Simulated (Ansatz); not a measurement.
MgTe (zinc blende, F-43m), a = b = c = 6.439 Å, α = β = γ = 90.00°; the cell used has 2 atoms.

Relaxed with PBEsol. Plane-wave PAW PBEsol (Ansatz code) gives a gap of 2.35 eV.

What gap does HSE06 give on the same cell (Ansatz, PAW)?

3.33 eV, 0.98 eV more. The hybrid was solved on a coarser mesh and at special points; its gap is the smallest among all of these.

| k | v1 PBEsol | c1 PBEsol | v1 HSE06 | c1 HSE06 |
|---|---|---|---|---|
| Γ | 0.00 | 2.35 | 0.00 | 3.33 |
| X | -1.20 | 2.71 | ___ | ___ |
| L | -0.42 | 3.18 | ___ | ___ |
| W | -1.49 | 4.47 | ___ | ___ |
| K | -0.97 | 3.36 | ___ | ___ |

Top valence (v1) and lowest conduction level (c1) in eV from each method's valence maximum (which need not be a listed point): supply the withheld HSE06 values.


- K, v1 HSE06: -1.05
- K, c1 HSE06: 4.22
- X, v1 HSE06: -1.30
- X, c1 HSE06: 3.55
- L, v1 HSE06: -0.46
- L, c1 HSE06: 4.09
- W, v1 HSE06: -1.57
- W, c1 HSE06: 5.36

Cost on shared cores: the PBEsol run (SCF on a 8×8×8 mesh, then bands and DOS) very roughly 21 core-seconds, the HSE06 run (SCF on 6×6×6, then a few points) very roughly 2.5 core-minutes; the tasks are unlike.

Symmetry was held in the PBEsol relaxation. Scalar-relativistic: spin–orbit coupling is off unless named, which matters more the heavier the elements.

Potentials: the later of the program's two PAW sets.
